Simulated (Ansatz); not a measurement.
The relaxed structure here is a generated cell of ZnSnN2: the first start was made by placing the elements on the sites of a structure type, and the end was not matched to a known phase here, so it may be hypothetical.

A relaxed cell of ZnSnN2 (P4/mmm (No. 123)), relaxed on a k-mesh at least as fine as the one used below. All values below come from PBEsol (plane waves to 420 eV, PAW, scalar-relativistic; Ansatz, a program for electronic structure). Γ-centred k-mesh 8×8×11 on the run's cell (coarser than for final values), Fermi–Dirac smearing 0.05 eV.

```
CELL_PARAMETERS angstrom
      4.11780     0.00000     0.00000
      0.00000     4.11780     0.00000
      0.00000     0.00000     3.03999
ATOMIC_POSITIONS crystal
  Zn 0.50000 0.50000 0.50000
  Sn 0.00000 0.00000 0.00000
  N  0.00000 0.50000 0.00000
  N  0.50000 0.00000 0.00000
```

The atoms are displaced along an unstable phonon of this cell by (Å):

```json
[
 {"atom": "Zn1", "ux": "0.000", "uy": "0.000", "uz": "0.000"},
 {"atom": "Sn2", "ux": "0.000", "uy": "0.000", "uz": "0.000"},
 {"atom": "N3", "ux": "0.000", "uy": "0.000", "uz": "0.150"},
 {"atom": "N4", "ux": "0.000", "uy": "0.000", "uz": "-0.150"}
]
```

### Question
What forces (eV/Å) and pressure result?

### Answer
| atom | Fx | Fy | Fz |
|---|---|---|---|
| Zn1 | 0.00 | 0.00 | 0.00 |
| Sn2 | 0.00 | 0.00 | 0.00 |
| N3 | 0.00 | 0.00 | 1.21 |
| N4 | 0.00 | 0.00 | -1.21 |

Pressure -1.4 GPa.

### Question
Estimate the energy cost of the displacement in the harmonic approximation and compare with the calculation.

### Answer
For a harmonic well ΔE = −½ Σ F·u = -0.182 eV a cell, or -45 meV/atom. The calculated energy relative to the undisplaced cell is -0.05 eV/atom, so the harmonic estimate holds well.

The undisplaced cell is probably no minimum: from this displacement the run went on to P-4m2 (No. 115), 1.07 eV/atom below it.

No spin polarisation in the result.
